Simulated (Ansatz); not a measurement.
A generator proposed this cell of Ga₅As₂P₃.

```cif
data_structure
_symmetry_space_group_name_H-M 'I-4m2'
_symmetry_Int_Tables_number 119
_cell_length_a 3.8425
_cell_length_b 3.8425
_cell_length_c 27.1707
_cell_angle_alpha 90.000
_cell_angle_beta 90.000
_cell_angle_gamma 90.000
_cell_volume 401.17
loop_
_atom_site_label
_atom_site_type_symbol
_atom_site_symmetry_multiplicity
_atom_site_Wyckoff_symbol
_atom_site_fract_x
_atom_site_fract_y
_atom_site_fract_z
_atom_site_occupancy
Ga1 Ga 4 e 0.50000 0.50000 0.40000 1
Ga2 Ga 4 e 0.00000 0.00000 0.30000 1
Ga3 Ga 2 b 0.50000 0.50000 0.00000 1
P1 P 2 d 0.50000 0.00000 0.25000 1
P2 P 4 f 0.00000 0.50000 0.15000 1
As1 As 4 f 0.50000 0.00000 0.05000 1
```

The calculation used DFT PBE, scalar-relativistic, plane waves, PAW (Ansatz). Plane waves to 420 eV, a k mesh through Γ of 6×6×6 on the computed 10-atom cell and Gaussian smearing (0.10 eV); no spin polarisation.

Formation energies are uncorrected and refer to the elements' standard structures at the same level. The references include black phosphorus.

Problem. How far from equilibrium is it?

Solution. The pressure is 8.0 GPa (the mean over three directions, positive in compression), the largest force is 0.91 eV/Å, and the energy is −0.33 eV/atom against the elements. The shortest distance is 2.35 Å.

Problem. How much does it gain on relaxing, and where does it end?

Solution. Relaxing gains about 0.06 eV/atom in 8 ionic steps and ends at −0.393 eV/atom on the finer mesh. The symmetry stays I-4m2 (No. 119). The volume per atom grows by 9.5 %, from 20.1 to 22.0 Å³. The shortest distance goes from 2.35 Å (Ga–As and Ga–P) to 2.40 Å (Ga–P). Conventional cell: a = 3.958 Å, c = 28.028 Å. Ga on a site of symmetry 2mm is surrounded by 2 P at 2.40 Å and 2 As at 2.46 Å; P on a site of symmetry -4m2 has 4 Ga at 2.40 Å; around As lie 4 Ga at 2.46 Å; 3 more sites not described.

The last run used a 10×10×10 mesh for its 10-atom cell and Gaussian smearing of 0.02 eV. The reference forms of As and P are held partly by dispersion forces, which this level lacks. The relaxation can't lower the symmetry of the start. A later test with randomly moved atoms came back to the same energy, though modes that don't fit the test's cell weren't probed.
